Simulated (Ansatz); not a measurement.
TlHg (CsCl type, space group No. 221) under volume change, the program Ansatz at the PBEsol level (PAW), scaled uniformly.

```json
[
 {"V (Å³/atom)": "23.961", "E − E(relaxed) (meV/atom)": "30.9", "P (GPa)": "4.62"},
 {"V (Å³/atom)": "24.751", "E − E(relaxed) (meV/atom)": "12.8", "P (GPa)": "2.77"},
 {"V (Å³/atom)": "25.540", "E − E(relaxed) (meV/atom)": "3.0", "P (GPa)": "1.26"},
 {"V (Å³/atom)": "26.330", "E − E(relaxed) (meV/atom)": "0.0", "P (GPa)": "0.00"},
 {"V (Å³/atom)": "27.120", "E − E(relaxed) (meV/atom)": "2.6", "P (GPa)": "-1.02"},
 {"V (Å³/atom)": "27.910", "E − E(relaxed) (meV/atom)": "9.7", "P (GPa)": "-1.84"},
 {"V (Å³/atom)": "28.700", "E − E(relaxed) (meV/atom)": "20.4", "P (GPa)": "-2.49"}
]
```

### Question
What does a third-order Birch–Murnaghan fit give for V₀, B₀ and B′?

### Answer
V₀ = 26.34 Å³/atom, B₀ = 37.3 GPa, B′ = 5.8.

Space group Pm-3m (CsCl type). The workflow started from an entry of the Crystallography Open Database (COD). Its standing as an ambient phase is unchecked. Symmetry was held in the PBEsol relaxation. At this level the phase is mechanically unstable. Spin–orbit coupling is left out wherever it is not named.

Potentials: the later of the program's two PAW sets.
